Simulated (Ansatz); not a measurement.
In DFT-r²SCAN in the program Ansatz with PAW potentials, ZnSnN₂ in the trigonal phase (R-3m; Zn on 3a, Sn on 3b, N on 6c) relaxes to a = 3.168 Å, c = 15.451 Å. Zn has 6 nearest neighbours from 2.27 Å (octahedral); Sn has 6 nearest neighbours from 2.21 Å (octahedral); N has 6 nearest neighbours from 2.21 Å (octahedral). Its formation energy from the elements is 0.17 eV/atom, with no fitted shifts.

The Kohn–Sham gap is 1.19 eV (indirect). HSE06 on the same cell gives 1.89 eV. Gap from r²SCAN with spin–orbit coupling: 1.19 eV. Electrons at the band edge weigh 0.14 mₑ (isotropic). The hole mass is 0.29, 0.84, 18 mₑ (principal values).

An equation-of-state fit gives a bulk modulus of 189 GPa. The relaxed-ion elastic constants in GPa are C11 = 392, C12 = 123, C13 = 82.6, C14 = -56.9, C33 = 353, C44 = 26.9. Bader charges are Zn +1.21, Sn +2.14, N -1.68 e.

The start of the workflow was typed in or built on a structure type; neither database checked (COD, Materials Project) lists it. Its standing as an ambient phase is unchecked. Symmetry was held in the r²SCAN relaxation; whether a distortion lowers the energy is not shown. Its formation energy is positive at this level, so the cell may be metastable or incomplete. The references are the lowest solids computed at this level, not always the standard phases (solids in place of the gases). Spin–orbit coupling is left out wherever it is not named.

Potentials: the earlier of the program's two PAW sets.
